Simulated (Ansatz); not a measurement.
Zn: computed property card

Zn:
```xyz
2
Lattice="0.0000 2.8265 2.8265 2.8265 0.0000 2.8265 2.8265 2.8265 0.0000" Properties=species:S:1:pos:R:3 pbc="T T T"
Zn     0.0000     0.0000     0.0000
Zn     1.4132     1.4132     1.4132
```

Space group Fd-3m (No. 227), diamond; conventional cell a = b = c = 5.6530 Å, α = β = γ = 90.00°.

Method: the program Ansatz at the PBEsol level (PAW). The cell and atoms are relaxed at this level. Other levels are named where they apply.

Cell and energy:

```json
{
 "volume_per_atom": "22.58 Å³",
 "density": "4.81 g/cm³"
}
```

Electronic structure:

```json
{
  "electronic_character": "metallic (no gap)",
  "Density of states at the Fermi level": "0.42 states/eV per atom (mean over ±0.08 eV)"
}
```

Mechanics:

```json
{
  "Bulk modulus (Birch–Murnaghan fit)": "35.8 GPa",
  "Pressure derivative B′": "5.5",
  "Elastic constants (relaxed ions, GPa)": "C11 = 23.9, C12 = 41.5, C44 = -16.0",
  "mechanical_stability": "unstable (C has a negative eigenvalue)"
}
```

Phonons:

```json
{
 "highest_zone_centre_frequency": "174 cm⁻¹",
 "zone_centre_stability": "no imaginary mode at Γ"
}
```

The start of the workflow was typed in or built on a structure type; neither database checked (COD, Materials Project) lists it. It is not the phase usual at ambient conditions (space group No. 194). Symmetry was held in the PBEsol relaxation. As this level gives no gap, shear constants depend on the k-mesh and smearing (Fermi–Dirac, 0.1 eV here). As this level gives no gap, phonon frequencies hold no LO–TO term and depend on the k-mesh and smearing (Fermi–Dirac, 0.1 eV here).

Potentials: the later of the program's two PAW sets.
